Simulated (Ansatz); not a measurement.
Task: Name crystals whose computed values (the program Ansatz at the PBEsol level (PAW)) fall in these windows: Θ_D (K) 110 to 140; G_Hill (GPa) 12 to 16.

Result: 

```tsv
crystal	Θ_D (K)	G_Hill (GPa)
Bi, A7 (α-As type)	120	13.6
HgTe, zinc blende	138	14.3
```
Others may fit too.

All cells were relaxed under the symmetry of their starts (and spin orders); stability against distortions was not tested throughout. Scalar-relativistic: spin–orbit coupling is off unless named, which matters more the heavier the elements.

Potentials: the later of the program's two PAW sets.
